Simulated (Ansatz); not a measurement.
A trial cell of P₂C, before relaxation:

```
P C
1.0
     2.88582    0.00000    0.00000
     0.00000    2.88582    0.00000
     0.00000    0.00000    7.30177
P C
4 2
Direct
  0.00000 0.50000 0.38136
  0.50000 0.00000 0.11864
  0.00000 0.50000 0.61864
  0.50000 0.00000 0.88136
  0.00000 0.00000 0.75000
  0.00000 0.00000 0.25000
```

Theory: Ansatz 0.2.0, DFT PBE, scalar-relativistic, plane waves, PAW. Cutoff 420 eV, Gaussian smearing, Γ-centred meshes. Cell and atoms relax first on a coarse mesh and then on a finer one. In between, the cell is made exact in the group found at 0.06 Å. In metals the finer mesh still leaves noise of several meV/atom or more. The steps can't lower the symmetry of their start. No spin polarisation in the relaxation; trial moments died out in a coarse test.

A guess keeps its type if space group and coordination stay and the shape of the cell changes little (axis ratios within about 15 %, angles within 6°); the volume may change.

Question: Does it keep its structure type, or change into something else?

Answer: It doesn't keep its type. The symmetry stays P4_2/mmc (No. 131). The volume per atom grows by 76.7 %, from 10.1 to 17.9 Å³. The shortest distance goes from 1.73 Å (P–C and P–P) to 1.86 Å (P–C). The ratio c/a of the conventional cell changes by a factor of 1.87. Counting neighbours within 15 % of an atom's shortest distance, the start has C 4, P 3 and the end C 4, P 2. In detail, at the end P has 2 C at 1.86 Å; C has 4 P at 1.86 Å.

```cif
data_structure
_symmetry_space_group_name_H-M 'P4_2/mmc'
_symmetry_Int_Tables_number 131
_cell_length_a 2.8305
_cell_length_b 2.8305
_cell_length_c 13.4080
_cell_angle_alpha 90.000
_cell_angle_beta 90.000
_cell_angle_gamma 90.000
_cell_volume 107.42
loop_
_atom_site_label
_atom_site_type_symbol
_atom_site_symmetry_multiplicity
_atom_site_Wyckoff_symbol
_atom_site_fract_x
_atom_site_fract_y
_atom_site_fract_z
_atom_site_occupancy
P1 P 4 i 0.00000 0.50000 0.33962 1
C1 C 2 e 0.00000 0.00000 0.75000 1
```

The last run used a 14×14×4 mesh (in the run's order of axes) for its 6-atom cell and Gaussian smearing of 0.10 eV. No dispersion correction is applied, so the spacing and binding between layers, chains or molecules are poorly described. Symmetry constrained the relaxation, so the result can be a saddle point.
